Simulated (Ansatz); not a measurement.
Theory: DFT PBE, scalar-relativistic, plane waves, PAW in Ansatz. All cells share a 420 eV cutoff and Γ-centred k meshes spaced at most about 0.3 Å⁻¹ (about 0.25 or finer for metals, 2π included). No spin polarisation in the final relaxations.

Temperature and zero-point effects are left out.

Two forms of Na2Al2O were relaxed alike.

A.

```xyz
5
Lattice="4.3482 0.0000 0.0000 -2.1741 3.7657 0.0000 0.0000 0.0000 6.9509" Properties=species:S:1:pos:R:3 pbc="T T T"
Na    0.0000    2.5105    0.0000
Na    2.1741    1.2552    0.0000
Al    0.0000    2.5105    3.4755
Al    2.1741    1.2552    3.4755
O     0.0000    0.0000    0.0000
```

B.

```xyz
5
Lattice="4.5127 0.0000 0.0000 -2.2564 3.9081 0.0000 0.0000 0.0000 5.3231" Properties=species:S:1:pos:R:3 pbc="T T T"
Na    0.0000    2.6054    1.5314
Na    0.0000    2.6054    3.7917
Al    2.2564    1.3027    0.0000
Al    0.0000    0.0000    0.0000
O     0.0000    0.0000    2.6615
```

Question: Which is lower in energy, and by how much?

Answer: B is lower, by 92 meV/atom. A has space group P6/mmm (No. 191), 22.8 Å³/atom and no gap on its mesh; B has space group P-6m2 (No. 187), 18.8 Å³/atom and no gap. The shortest distance is 2.51 Å (Na–O, Al–Al and Na–Na) in A and 2.26 Å (Na–Na) in B. The denser one is the lower, and pressure would at first widen the difference. In A, Na has 3 O at 2.51 Å and 3 Na at 2.51 Å; around Al lie 3 Al at 2.51 Å; O is surrounded by 6 Na at 2.51 Å. In B, around Na lie 1 Na at 2.26 Å, 3 O at 2.84 Å, 6 Al at 3.02 Å and 1 Na at 3.06 Å; Al on its first site has 3 Al at 2.61 Å and 6 Na at 3.02 Å; O is surrounded by 2 Al at 2.66 Å and 6 Na at 2.84 Å; 1 more site not described. Both come from invented guesses. A third cell relaxed alike, in P-3m1, lies 0.34 eV/atom below the lower of the two.

A magnetic state wasn't ruled out in cells without spin, among them P-6m2. Cells relaxed within their symmetry can be saddle points.
